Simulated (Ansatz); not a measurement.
Given:

SnIr:
```
SnIr
1.0
    3.98054     0.00000     0.00000
   -1.99027     3.44725     0.00000
    0.00000     0.00000     5.59482
Ir Sn
2 2
Direct
  0.00000   0.00000   0.00000
  0.00000   0.00000   0.50000
  0.33333   0.66667   0.25000
  0.66667   0.33333   0.75000
```

This is the PBEsol-relaxed structure.

Question: All from PBEsol in the plane-wave PAW code Ansatz, unless another level is named. Give the formation energy from the elements (no fitted shifts).

Answer: -20 kJ/mol of atoms.

Question: Predict the density of states at the Fermi level.

Answer: 0.41 states/eV per atom (mean over ±0.08 eV).

Space group P6_3/mmc (NiAs type). The workflow started from an entry of the Crystallography Open Database (COD). Its standing as an ambient phase is unchecked. The PBEsol relaxation kept the symmetry of its start; its stability against distortions is not shown here. The run is not spin-polarised. The references are the lowest solids computed at this level, not always the standard phases. Scalar-relativistic: spin–orbit coupling is off unless named, which matters more the heavier the elements.

Potentials: the later of the program's two PAW sets.
